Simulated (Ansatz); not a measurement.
Ga₂BiAs:
Space group R3m, hexagonal axes (No. 160); a = 4.233 Å, b = 4.233 Å, c = 20.919 Å, α = 90.00°, β = 90.00°, γ = 120.00°

```tsv
atom	site	symmetry	x	y	z
Ga	3a	3m	0.0000	0.0000	0.1170
Ga	3a	3m	0.0000	0.0000	0.6320
Bi	3a	3m	0.0000	0.0000	0.5011
As	3a	3m	0.0000	0.0000	0.9999
```
(The calculation used a cell of 4 atoms; values per cell refer to that cell.)

Relaxed at zero pressure with DFT-PBEsol in the program Ansatz with PAW potentials.

Q: The volume is lowered by 6 % and shape and atoms relax at that volume. What pressure results, and how do the axes share the change?

A: 3.7 GPa; a -2.1 %, b -2.1 %, c -2.0 %; the energy rises by 17 meV/atom.

Q: Give the new structure.

A: 
Space group R3m, hexagonal axes (No. 160); a = 4.1450 Å, b = 4.1450 Å, c = 20.5109 Å, α = 90.00°, β = 90.00°, γ = 120.00°

| atom | site | symmetry | x | y | z |
|---|---|---|---|---|---|
| Ga | 3a | 3m | 0.0000 | 0.0000 | 0.1168 |
| Ga | 3a | 3m | 0.0000 | 0.0000 | 0.6322 |
| Bi | 3a | 3m | 0.0000 | 0.0000 | 0.5016 |
| As | 3a | 3m | 0.0000 | 0.0000 | 0.9994 |

The phase is kept; no other phase was compared at this pressure.

The first step of the workflow began from a Materials Project structure, measured or hypothetical; the Crystallography Open Database copy checked does not list it. Whether it is the stable phase at ambient conditions was not checked. The PBEsol relaxation kept the symmetry of its start; of distortions, only those at the zone centre were tested. Scalar-relativistic: spin–orbit coupling is off unless named, which matters more the heavier the elements.

Potentials: the later of the program's two PAW sets.
